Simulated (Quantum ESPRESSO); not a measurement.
# How NMR parameters follow strain in SnSe2 (P-3m1)

```xyz
3
Lattice="3.8419 0.0000 0.0000 -1.9210 3.3272 0.0000 0.0000 0.0000 6.4859" Properties=species:S:1:pos:R:3 pbc="T T T"
Sn     0.0000     0.0000     0.0000
Se     1.9210     1.1091     4.9105
Se     0.0000     2.2181     1.5754
```
The cell comes from the Materials Project (a computed structure). It is SnSe2 in P-3m1; whether this form has been observed was not checked. Stability against distortions was not tested. Forces on the atoms reach 0.24 eV/Å at this level. The layers lie 3.3 Å apart; this gap hangs on dispersion, and neither it nor the stacking was checked against the measured crystal.

Isotropic strain: all lattice vectors are scaled together, so the volume changes by about three times as much; fractional positions kept.

Method: shieldings by GIPAW with PBE in a modified build of Quantum ESPRESSO, on JTH PAW datasets, 20 Ha, k-mesh 11×11×6 shifted, f-sum rule met within 0.034 %. Values are those of the named site's first atom. Shieldings are absolute and leave out the bulk-susceptibility term; a larger σ means a smaller chemical shift. In our sweeps, cutoffs and meshes of this size left a few ppm, and up to some 20 ppm on atoms from Zn on. No spin–orbit coupling; Sn is the heaviest element present. The datasets of Se hold no d projectors, which limits absolute σ on these atoms. The band gap at this level is small, which makes the paramagnetic part of σ large and sensitive to the functional.

Unchanged cell: σ_iso Sn (ppm) = 3176.1, σ_iso Se (ppm) = -299.7.

Task: How do these values move along the path (lattice scale factor: 0.98, 1.02)?

Result: 
| lattice scale factor | σ_iso Sn (ppm) | σ_iso Se (ppm) |
|---|---|---|
| 0.98 | 3184.2 | 66.1 |
| 1 | 3176.1 | -299.7 |
| 1.02 | 3158.2 | -722.2 |
